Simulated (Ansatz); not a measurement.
Ansatz input

```yaml
crystal:
  lattice:
    - [2.8754041434, 0.0, 0.0]
    - [-1.4377020717, 2.4901730343, 0.0]
    - [0.0, 0.0, 7.9489573499]
  atoms:
    - { symbol: Cr, position: [1.0, 0.0, 0.0], spin: 2.778 }
    - { symbol: Cr, position: [1.0, 0.0, 0.5], spin: 2.778 }
    - { symbol: Cr, position: [0.3333333333, 0.6666666667, 0.25], spin: -2.941 }
    - { symbol: Cr, position: [0.6666666667, 0.3333333333, 0.75], spin: -2.941 }
hamiltonian:
  xc: r2scan
  pseudopotentials:
    kind: paw
    azcp:
      Cr: "pseudopotentials/Cr.paw.azcp"
basis:
  ecutwfc: 500
  fft_grid_basis: typed
kpoints:
  mp_grid: { grid: [17, 17, 6], shift: [0, 0, 0] }
magnetization:
  spin_polarized: true
scf:
  occupations: { method: fermi_dirac, width: 0.05 }
```

and its output:

```
Engine: ansatz 0.2.0, x86_64-unknown-linux-gnu
Pseudopotentials: kind: paw
Pseudopotential: Cr, paw, valence charge 14, recommended cutoff 500 eV (meta_gga) 
Functional definition: r2SCAN
  parameter k0 = 0.174
  parameter k1 = 0.065
  parameter a1 = 4.9479
  exchange = r2scan_x(k0 = k0, k1 = k1, a1 = a1)
  correlation = r2scan_c
Crystal: 4 atoms, lattice volume = 56.917 Å³
Basis set: ecut = 500 eV, 1433 PW (Γ), exchange–correlation on 96×96×240 points (64 copies of the dense FFT grid, shifted against one another)
Bands: 41, of which v1, the nominal top of the filled ones, is band 28 counted from 1 (27 counted from 0)
Symmetry: 24 space group operations
Space group: P63/mmc (ITA 194), of the structure as read, at distance tolerance 3.8e-5 Å
Magnetic group: BNS 194.263 (UNI 1493), of the structure as read, at distance tolerance 3.8e-5 Å
k-points: 132 of 1734
Non-local potential: Cr, projectors of the file, l = 0: 3, l = 1: 2, l = 2: 3, l = 3: 1
PAW form: soft (Blöchl's): semilocal exchange-correlation on the pseudo side does not see the compensation charge
PAW frozen core: Cr, regenerated for the run's functional (the file was generated under x = pbe(κ = 0.804, μ = 0.2195149727645171), c = pbe(β = 0.06672455060314922))
PAW one-centre angular grid: Cr, 590 points (default); XC on 160 Gauss nodes
Initial density: superposition of atomic densities (chi_scale 0.1, normalization cell)
Starting moments: Σ|m| = 11.438 μB on 4 of 4 sites
Initial wavefunctions: pseudopotential atomic-orbital guess
Functional: x = r2scan, c = r2scan; τ floored in thin density (d = 2e-4 eV/Å³)
SCF iter   1: F=—  HF=-13532.181670 eV  |F-HF|=—  |Δ(HF+E_count)|=         —  Δρ=8.66e-2 (↑8.66e-2 ↓8.37e-2)  dr2=1.38e1  dr2_τ=5.64e-2  dr2_m=1.91e-1  M=-0.528 μB ∫|m|=9.631 μB  β_m=0.48  ethr=3.10e-3  ⟨swp⟩=3.6  Hψ=32463  notcnv=0  defer=80
Mixer restart at iter 1: flushing history
spin=Collinear: Kerker preconditioning applied to the charge; magnetization (m = ρ↑ − ρ↓) channel mixes plain (no charge-response kernel on spin).
SCF iter   2: F=—  HF=-13528.944473 eV  |F-HF|=—  |Δ(HF+E_count)|=    3.24e0  Δρ=4.58e-2 (↑4.58e-2 ↓4.33e-2)  dr2=4.13e0  dr2_τ=3.50e-2  dr2_m=4.10e-2  M=-0.545 μB ∫|m|=10.150 μB  β_m=1.00  ethr=3.10e-3  ⟨swp⟩=2.0  Hψ=21722  notcnv=0  defer=474  κ⁻¹=1.0e0(r=1)
SCF iter   3: F=—  HF=-13528.578212 eV  |F-HF|=—  |Δ(HF+E_count)|=   3.66e-1  Δρ=1.67e-2 (↑1.67e-2 ↓1.61e-2)  dr2=4.15e-1  dr2_τ=7.27e-3  dr2_m=2.77e-3  M=-0.610 μB ∫|m|=10.725 μB  β_m=1.00  ethr=3.10e-3  ⟨swp⟩=2.4  Hψ=20523  notcnv=0  defer=470  κ⁻¹=4.5e-2(r=2)
SCF iter   4: F=—  HF=-13528.580405 eV  |F-HF|=—  |Δ(HF+E_count)|=   2.19e-3  Δρ=1.11e-2 (↑1.11e-2 ↓1.11e-2)  dr2=1.06e-1  dr2_τ=5.66e-3  dr2_m=1.66e-3  M=-0.633 μB ∫|m|=10.987 μB  β_m=1.00  ethr=7.41e-4  ⟨swp⟩=2.2  Hψ=16342  notcnv=0  defer=452  κ⁻¹=3.7e-3(r=3)
SCF iter   5: F=—  HF=-13528.826597 eV  |F-HF|=—  |Δ(HF+E_count)|=         —  Δρ=1.68e-2 (↑1.57e-2 ↓1.68e-2)  dr2=3.60e-2  dr2_τ=4.27e-3  dr2_m=1.26e-1  M=-0.594 μB ∫|m|=12.002 μB  β_m=1.00  ethr=1.90e-4  ⟨swp⟩=2.1  Hψ=21492  notcnv=0  defer=452
Mixer restart at iter 5: flushing history
SCF iter   6: F=—  HF=-13528.830944 eV  |F-HF|=—  |Δ(HF+E_count)|=   4.35e-3  Δρ=9.62e-3 (↑9.62e-3 ↓9.25e-3)  dr2=5.01e-2  dr2_τ=1.63e-3  dr2_m=3.06e-2  M=-0.514 μB ∫|m|=12.385 μB  β_m=1.00  ethr=6.43e-5  ⟨swp⟩=2.0  Hψ=17342  notcnv=0  defer=468  κ⁻¹=1.0e0(r=1)
SCF iter   7: F=—  HF=-13528.802070 eV  |F-HF|=—  |Δ(HF+E_count)|=   2.89e-2  Δρ=5.16e-3 (↑5.16e-3 ↓3.47e-3)  dr2=3.01e-2  dr2_τ=4.29e-4  dr2_m=9.42e-4  M=-0.397 μB ∫|m|=12.665 μB  β_m=1.00  ethr=6.43e-5  ⟨swp⟩=2.0  Hψ=17666  notcnv=0  defer=554  κ⁻¹=6.9e-2(r=2)
SCF iter   8: F=—  HF=-13528.815132 eV  |F-HF|=—  |Δ(HF+E_count)|=   1.31e-2  Δρ=1.52e-3 (↑1.52e-3 ↓1.38e-3)  dr2=1.46e-3  dr2_τ=6.61e-5  dr2_m=5.22e-4  M=-0.356 μB ∫|m|=12.531 μB  β_m=1.00  ethr=5.38e-5  ⟨swp⟩=2.0  Hψ=21377  notcnv=0  defer=575  κ⁻¹=3.7e-3(r=3)
SCF iter   9: F=—  HF=-13528.816299 eV  |F-HF|=—  |Δ(HF+E_count)|=   1.17e-3  Δρ=8.96e-4 (↑8.96e-4 ↓8.62e-4)  dr2=8.83e-4  dr2_τ=2.53e-5  dr2_m=9.07e-5  M=-0.375 μB ∫|m|=12.511 μB  β_m=1.00  ethr=2.60e-6  ⟨swp⟩=2.2  Hψ=17392  notcnv=0  defer=575  κ⁻¹=3.4e-3(r=4)
SCF iter  10: F=—  HF=-13528.816757 eV  |F-HF|=—  |Δ(HF+E_count)|=   4.58e-4  Δρ=3.10e-4 (↑2.80e-4 ↓3.10e-4)  dr2=1.10e-4  dr2_τ=2.95e-6  dr2_m=2.59e-6  M=-0.394 μB ∫|m|=12.485 μB  β_m=1.00  ethr=1.58e-6  ⟨swp⟩=2.0  Hψ=20803  notcnv=0  defer=579  κ⁻¹=3.4e-4(r=5)
SCF iter  11: F=—  HF=-13528.816887 eV  |F-HF|=—  |Δ(HF+E_count)|=   1.30e-4  Δρ=2.19e-4 (↑1.75e-4 ↓2.19e-4)  dr2=2.87e-5  dr2_τ=9.31e-7  dr2_m=1.10e-5  M=-0.396 μB ∫|m|=12.489 μB  β_m=1.00  ethr=1.96e-7  ⟨swp⟩=2.0  Hψ=17803  notcnv=0  defer=579  κ⁻¹=3.3e-5(r=6)
SCF iter  12: F=—  HF=-13528.816951 eV  |F-HF|=—  |Δ(HF+E_count)|=   6.40e-5  Δρ=1.16e-4 (↑1.16e-4 ↓9.79e-5)  dr2=1.24e-5  dr2_τ=1.90e-7  dr2_m=2.71e-6  M=-0.390 μB ∫|m|=12.498 μB  β_m=1.00  ethr=5.12e-8  ⟨swp⟩=2.0  Hψ=18291  notcnv=0  defer=579  κ⁻¹=1.1e-5(r=7)
SCF iter  13: F=—  HF=-13528.816958 eV  |F-HF|=—  |Δ(HF+E_count)|=   6.67e-6  Δρ=4.77e-5 (↑4.77e-5 ↓4.64e-5)  dr2=3.08e-6  dr2_τ=5.52e-8  dr2_m=2.02e-7  M=-0.386 μB ∫|m|=12.503 μB  β_m=1.00  ethr=2.21e-8  ⟨swp⟩=2.0  Hψ=17455  notcnv=0  defer=579  κ⁻¹=2.7e-6(r=8)
SCF iter  14: F=—  HF=-13528.816959 eV  |F-HF|=—  |Δ(HF+E_count)|=   1.56e-6  Δρ=2.96e-5 (↑2.61e-5 ↓2.96e-5)  dr2=7.18e-7  dr2_τ=2.28e-8  dr2_m=1.19e-7  M=-0.386 μB ∫|m|=12.501 μB  β_m=1.00  ethr=5.50e-9  ⟨swp⟩=2.0  Hψ=18289  notcnv=0  defer=579  κ⁻¹=3.4e-6(r=8)
SCF iter  15: F=—  HF=-13528.816961 eV  |F-HF|=—  |Δ(HF+E_count)|=   1.28e-6  Δρ=1.45e-5 (↑1.24e-5 ↓1.45e-5)  dr2=2.35e-7  dr2_τ=4.85e-9  dr2_m=9.07e-9  M=-0.387 μB ∫|m|=12.501 μB  β_m=1.00  ethr=1.28e-9  ⟨swp⟩=2.0  Hψ=18340  notcnv=0  defer=579  κ⁻¹=3.5e-6(r=8)
SCF iter  16: F=—  HF=-13528.816961 eV  |F-HF|=—  |Δ(HF+E_count)|=   8.11e-8  Δρ=8.14e-6 (↑7.98e-6 ↓8.14e-6)  dr2=1.03e-7  dr2_τ=1.32e-9  dr2_m=6.95e-9  M=-0.386 μB ∫|m|=12.502 μB  β_m=1.00  ethr=4.20e-10  ⟨swp⟩=2.0  Hψ=18028  notcnv=0  defer=579  κ⁻¹=2.0e-5(r=8)
SCF iter  17: F=—  HF=-13528.816961 eV  |F-HF|=—  |Δ(HF+E_count)|=   1.75e-7  Δρ=6.32e-6 (↑6.32e-6 ↓5.45e-6)  dr2=2.36e-8  dr2_τ=7.88e-10  dr2_m=8.58e-9  M=-0.386 μB ∫|m|=12.503 μB  β_m=1.00  ethr=1.85e-10  ⟨swp⟩=2.0  Hψ=18325  notcnv=0  defer=579  κ⁻¹=8.0e-6(r=8)
SCF iter  18: F=—  HF=-13528.816961 eV  |F-HF|=—  |Δ(HF+E_count)|=   3.62e-8  Δρ=2.81e-6 (↑2.63e-6 ↓2.81e-6)  dr2=8.83e-9  dr2_τ=2.17e-10  dr2_m=1.04e-9  M=-0.386 μB ∫|m|=12.503 μB  β_m=1.00  ethr=4.21e-11  ⟨swp⟩=2.1  Hψ=18532  notcnv=0  defer=579  κ⁻¹=7.7e-6(r=8)
SCF iter  19: F=-13528.816961 eV  HF=-13528.816961 eV  |F-HF|=9.03e-9  |Δ(HF+E_count)|=   1.11e-8  Δρ=4.10e-6 (↑2.03e-6 ↓4.10e-6)  dr2=2.10e-8  dr2_τ=2.80e-10  dr2_m=8.36e-10  M=-0.386 μB ∫|m|=12.503 μB  ethr=1.58e-11  ⟨swp⟩=1.0  Hψ=28585  notcnv=0
SCF 1 converged in 19 iterations: F = -13528.816961 eV  dr2 = 2.10e-8
this state was not tested for a lower state beside it, because the mixer in use, unlike msr1, does not test its closes by its own steps (another_mixer; see scf.mixing.algorithm and scf.lower_state_search)
SCF converged after 19 iterations
Magnetization: -0.3858 μB (27.8071 up, 28.1929 down)
Absolute magnetization: 12.5028 μB (∫|ρ↑−ρ↓|, with the PAW one-centre terms)
Spin contamination: 5.2253 ħ² per cell (⟨S²⟩ above its minimum at these occupations)
Per-site moments (μB) at R_I (Å): [(2.7765757157080606, 1.0681363269867254), (2.77657571570806, 1.0681363269867257), (-2.943945247271097, 1.0681363269867257), (-2.9439452472710963, 1.0681363269867254)]
Free energy (F): -13528.816961 eV
Harris-Foulkes:  -13528.816961 eV  (|F-HF|=9.03e-9)
Internal energy: -13528.781562 eV  (E = F + TS)
E sigma→0 (E₀):  -13528.799262 eV
Entropy (-TS):   -0.035398 eV (-8.850 meV/atom)
Fermi energy:    15.568213 eV
--- Per-component energies (eV) ---
  E_band       = -836.460706
  E_kinetic    = 1369.217814
  E_local      = -5520.661367  (includes V_loc(G=0)·N_el)
  E_nonlocal   = 332.883953
  E_hartree    = 2367.379403
  E_xc         = -545.666413
  E_vxc        = -794.670156  (∫ρ·V_xc dr)
  E_paw        = -4824.126863  (= ΣΔE_a)
  E_vpaw       = -1009.089714  (= ΣTr[D̂ρ^β])
  E_aug_tail   = 0.000839  (compensation charges beyond the density's cutoff)
  E_vtau       = 51.099732  (kinetic-family band-sum trace: ∫τ·v_τ [+ j·A + Jᵃ·Aᵃ] dr)
  E_ewald      = -6706.719618
  E_core_change = -1.089309  (= ΣΔE_core)
  E_smearing   = -0.035398  (= −TS)
  E_closure    = 0.000000  (closes the sum)
  Σ components = -13528.816961   (vs F -13528.816961, Δ=0.00e0)
```

Launched by

```sh
ansatz run input.yaml --threads 1 --pin off --max-ram 3584MiB --backend cpu --events-out ev --progress --plain --runs-dir out
```

On 1 thread of Intel(R) Xeon(R) Platinum 8259CL CPU @ 2.50GHz (Skylake/Cascade Lake) (shared host) this took about 170 s of wall time and 170 s of CPU time.
